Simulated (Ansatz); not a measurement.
ZrO2:
```xyz
12
Lattice="5.1542 0.0000 0.0000 0.0000 5.2257 0.0000 -0.8717 0.0000 5.2598" Properties=species:S:1:pos:R:3 pbc="T T T"
Zr     1.2404     0.2203     1.1032
Zr     3.4780     2.8331     1.5267
Zr     3.0421     5.0054     4.1566
Zr     0.8045     2.3926     3.7331
O      0.0537     1.7385     1.8136
O      4.6646     4.3514     0.8163
O      4.2288     3.4871     3.4462
O     -0.3821     0.8743     4.4435
O      1.9014     3.9572     2.5132
O      2.8170     1.3443     0.1167
O      2.3812     1.2685     2.7466
O      1.4655     3.8813     5.1431
```

r²SCAN in the plane-wave PAW code Ansatz gives a gap of 4.16 eV without spin–orbit coupling, maximum at Γ, minimum at Y2.

Question: What happens when spin–orbit coupling is switched on?

Answer: The gap stays essentially unchanged, to 4.16 eV; maximum at Γ, minimum at Y2.

Question: Give the hole effective mass with spin–orbit coupling.

Answer: 1.7, 2.3, 12 mₑ (principal values).

Space group P2_1/c. Symmetry was held in the r²SCAN relaxation. The run is not spin-polarised.

Potentials: the later of the program's two PAW sets.
